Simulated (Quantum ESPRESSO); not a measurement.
# Where does B sit best among Al sites?

The results below are calculated, not measured. They come from pw.x of Quantum ESPRESSO 7.5, a plane-wave density functional program, with PseudoDojo standard norm-conserving files (v0.5 for PBE, v0.4.1 for LDA and PBEsol). The cells are made up: elements, strain and atom displacements were drawn at random, and nothing was relaxed. There is no spin polarisation, spin-orbit coupling or dispersion term.

The cell has 16 sites of a zincblende or diamond lattice (two cubes along c). Sites 1 to 8 hold Al X Al X Al Al X X; sites 9 to 16 hold P P P P P P P P. Cell vectors in Å: (5.626, -0.035, -0.066); (-0.035, 5.638, -0.037); (-0.131, -0.073, 11.313). Settings: PBE, cutoff 1034 eV, 4 x 4 x 2 k mesh shifted by half a step, Fermi-Dirac smearing of 0.025 eV.

In each run one of the sites marked X holds B and the others hold Al; cell and positions stay the same. E is the free energy of the cell.

```
site of the guest,first shell,mean distance (Å),E above the lowest (eV),P (GPa),force on the guest (eV/Å)
2,P4,2.420,0.000,-7.40,0.478
4,P4,2.457,0.174,-7.17,0.208
7,P4,2.442,0.107,-7.27,0.543
8,P4,2.438,0.007,-7.36,0.351
```

A rerun of one of these cells at 1317 eV and k mesh 6 x 6 x 4 moved values by no more than 0.010 eV in the cell's energy, 0.02 GPa in stress and 0.002 eV/Å in force.

## Reading the table

Sites 2 and 8 are too close to be ranked against the rerun's bound. A straight line of energy against the mean distance has a slope of 4.9 ± 1.9 eV/Å, so these few sites cannot settle whether the distance sets the order. The positions are random and not relaxed, so the differences hold for this frozen cell and are not site preferences of a real crystal.